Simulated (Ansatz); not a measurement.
# Computed properties of VGe

VGe:
```
VGe
1.0
   -1.66439     1.66439     5.65299
    1.66439    -1.66439     5.65299
    1.66439     1.66439    -5.65299
V Ge
2 2
Direct
  0.99928   0.99928   0.00000
  0.74928   0.24928   0.50000
  0.41672   0.41672   0.00000
  0.16672   0.66672   0.50000
```
The run is spin-polarised; directions of the spins, atom by atom: ↑ ↑ 0 0.

Space group I4_1md (No. 109); conventional cell a = b = 3.3288 Å, c = 11.3060 Å, α = β = γ = 90.00°.

Method: plane-wave PAW PBE (Ansatz code). The cell and atoms are relaxed at this level. Other levels are named where they apply.

**Cell and energy**

| Property | Result |
|---|---|
| Volume per atom | 15.66 Å³ |
| Density | 6.55 g/cm³ |
| Formation energy from the elements (no fitted shifts) | 0.011 eV/atom |

**Electronic structure**

| Property | Result |
|---|---|
| Electronic character | metallic (no gap) |
| Density of states at the Fermi level | 1.2 states/eV per atom (mean over ±0.08 eV) |

**Magnetism**

| Item | Value |
|---|---|
| Magnetic order | ferromagnetic |
| Net moment | 0.19 μB per atom |

A made-up cell: these elements were put on the sites of a structure type; neither database checked (COD, Materials Project) lists it. Its standing as an ambient phase is unchecked. The cell was relaxed with PBE under the symmetry of its start; whether a distortion lowers the energy is not shown. The final state is ferromagnetic, the only order run, not a proven ground state. The references are the lowest solids computed at this level, not always the standard phases. Scalar-relativistic: spin–orbit coupling is off unless named, which matters more the heavier the elements.

Potentials: the later of the program's two PAW sets.
